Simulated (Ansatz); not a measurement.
Coordination and ³³S quadrupole coupling in Mg₂AlCr₃S₈

Cell: a Materials Project structure (computed, not necessarily an observed phase), atoms as given.

Space group R-3m:H (No. 166); a = 7.2361, c = 17.6830 Å, γ = 120.00°.

| site | Wyckoff | site symmetry | x | y | z |
| --- | --- | --- | --- | --- | --- |
| Mg | 6c | 3m | 0.0000 | 0.0000 | 0.8752 |
| Al | 3b | -3m | 0.0000 | 0.0000 | 0.5000 |
| Cr | 9e | .2/m | 0.1667 | 0.3333 | 0.3333 |
| S7 | 6c | 3m | 0.0000 | 0.0000 | 0.7367 |
| S8 | 18h | .m | 0.8507 | 0.7014 | 0.4123 |

One atom of each set is listed; the run and its k-mesh use a cell of 14 atoms with edges of 7.22, 7.22, 7.22 Å.

The numbers come from a DFT calculation in Ansatz (PBE, plane waves and PAW, scalar-relativistic, collinear spin, 420 eV cutoff, Γ-centred 5×5×5 k-points, Fermi–Dirac smearing 0.02 eV). Start moments as typed (μB): 3 on each Cr, none on the rest.

Q(³³S) = -69.40 mb.

Task: Rank these S sites by |C_Q|, smallest first.
A. S7: 3 Cr at 2.43 Å, 1 Mg at 2.45 Å
B. S8: 2 Cr at 2.43 Å, 1 Al at 2.43 Å, 1 Mg at 2.45 Å

Result: A (1.04 MHz, η = 0.00), B (2.59 MHz, η = 0.15).

An axis of threefold or higher order runs through S7, so V_zz lies along it and η is zero.

All moments are parallel here, as the start or the cell imposes; many such compounds order antiparallel, where fields and spin densities carried over to other atoms largely cancel. The magnetic order is the one that the run reached from its start moments, not necessarily the measured one.
